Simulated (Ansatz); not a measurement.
Relaxation of a generated trial cell of Fe in the AFLOW prototype A_tI2_139_a (A_a); 1 atom in the cell, which starts as I4/mmm (No. 139), tI2; a = b = 3.0619 Å, c = 2.5215 Å, α = β = γ = 90.00°. These are r2SCAN (plane waves to 500 eV, PAW, scalar-relativistic; Ansatz, a first-principles code) values and carry that method's errors. Γ-centred k-mesh 16×16×16 on the run's cell (coarser than for final values), Fermi–Dirac smearing 0.05 eV. This is the first round of the run. Spin-polarised start, with parallel moments on Fe.

The optimiser's lines from the output (shortened; P is positive under compression):

```
relax step   1: F+E_penalty+E_count = -4485.81190967 eV  Δ(F+E_penalty+E_count) = +0.000e0 eV  max|allowed force component| = 0.000e0 eV/Å  Δτ_max = 0.0000 Å  P = +3.903 GPa  Ω = 11.820 Å³  (13 SCF iters, dr2 threshold 1.00e-7 eV, accepted)
relax step   2: F+E_penalty+E_count = -4485.85205177 eV  Δ(F+E_penalty+E_count) = -4.014e-2 eV  max|allowed force component| = 0.000e0 eV/Å  Δτ_max = 0.0000 Å  P = +0.644 GPa  Ω = 11.887 Å³  (10 SCF iters, dr2 threshold 1.00e-7 eV, accepted)
relax step   3: F+E_penalty+E_count = -4485.88440352 eV  Δ(F+E_penalty+E_count) = -3.235e-2 eV  max|allowed force component| = 0.000e0 eV/Å  Δτ_max = 0.0000 Å  P = +2.296 GPa  Ω = 11.610 Å³  (10 SCF iters, dr2 threshold 1.00e-7 eV, accepted)
relax step   4: F+E_penalty+E_count = -4485.88771525 eV  Δ(F+E_penalty+E_count) = -3.312e-3 eV  max|allowed force component| = 0.000e0 eV/Å  Δτ_max = 0.0000 Å  P = +0.441 GPa  Ω = 11.712 Å³  (11 SCF iters, dr2 threshold 1.00e-7 eV, accepted)
relax step   5: F+E_penalty+E_count = -4485.88993650 eV  Δ(F+E_penalty+E_count) = -2.221e-3 eV  max|allowed force component| = 0.000e0 eV/Å  Δτ_max = 0.0000 Å  P = +0.311 GPa  Ω = 11.717 Å³  (10 SCF iters, dr2 threshold 1.00e-7 eV, accepted)
relax step   6: F+E_penalty+E_count = -4485.89001137 eV  Δ(F+E_penalty+E_count) = -7.487e-5 eV  max|allowed force component| = 0.000e0 eV/Å  Δτ_max = 0.0000 Å  P = +0.003 GPa  Ω = 11.737 Å³  (9 SCF iters, dr2 threshold 1.00e-7 eV, accepted)
relax step   7: F+E_penalty+E_count = -4485.89012755 eV  Δ(F+E_penalty+E_count) = -1.162e-4 eV  max|allowed force component| = 0.000e0 eV/Å  Δτ_max = 0.0000 Å  P = -0.007 GPa  Ω = 11.737 Å³  (7 SCF iters, dr2 threshold 1.00e-7 eV, accepted)
relax step   8: F+E_penalty+E_count = -4485.89013624 eV  Δ(F+E_penalty+E_count) = -8.686e-6 eV  max|allowed force component| = 0.000e0 eV/Å  Δτ_max = 0.0000 Å  P = +0.009 GPa  Ω = 11.736 Å³  (7 SCF iters, dr2 threshold 1.78e-8 eV, accepted)
relax step   9: F+E_penalty+E_count = -4485.89125013 eV  Δ(F+E_penalty+E_count) = -1.114e-3 eV  max|allowed force component| = 0.000e0 eV/Å  Δτ_max = 0.0000 Å  P = -0.001 GPa  Ω = 11.736 Å³  stress off target by 1.19e-1 GPa  SCF on the basis re-selected at this cell (its energy is not comparable with the rows above)  (15 SCF iters)
relax step  10: F+E_penalty+E_count = -4485.89126460 eV  Δ(F+E_penalty+E_count) = -1.446e-5 eV  max|allowed force component| = 0.000e0 eV/Å  Δτ_max = 0.0000 Å  P = +0.001 GPa  Ω = 11.736 Å³  (7 SCF iters, dr2 threshold 3.52e-8 eV, accepted)
relax step  11: F+E_penalty+E_count = -4485.89125990 eV  Δ(F+E_penalty+E_count) = +4.698e-6 eV  max|allowed force component| = 0.000e0 eV/Å  Δτ_max = 0.0000 Å  P = +0.001 GPa  Ω = 11.736 Å³  stress off target by 1.31e-3 GPa  SCF on the basis re-selected at this cell (its energy is not comparable with the rows above)  (11 SCF iters)
```

From the first to the last row the energy changes by -0.08 eV/atom and the volume by -0.7 %. The last row is marked as not comparable with the walk above it, whose basis was carried along; it does compare with step 1, since both stand on a basis selected at the nominal cutoff for their own cell.

Later rounds, restarted from the end of this one on a renewed k-mesh, logged 4 more steps and released under 0.01 eV/atom more. The final structure after all rounds: Im-3m (No. 229), cI2, bcc (W type); a = b = c = 2.8650 Å, α = β = γ = 90.00°. Between re-selections the logged energies stand on a plane-wave basis carried along with the cell. Spin state reached: ferromagnetic (net 2.64 μB/atom), from parallel starting moments; other spin orders were not run from this start. r2SCAN tends to overstate moments in metals.

The run could not lose the symmetry of its start; a randomly shaken copy of 2 atoms returns to this structure.
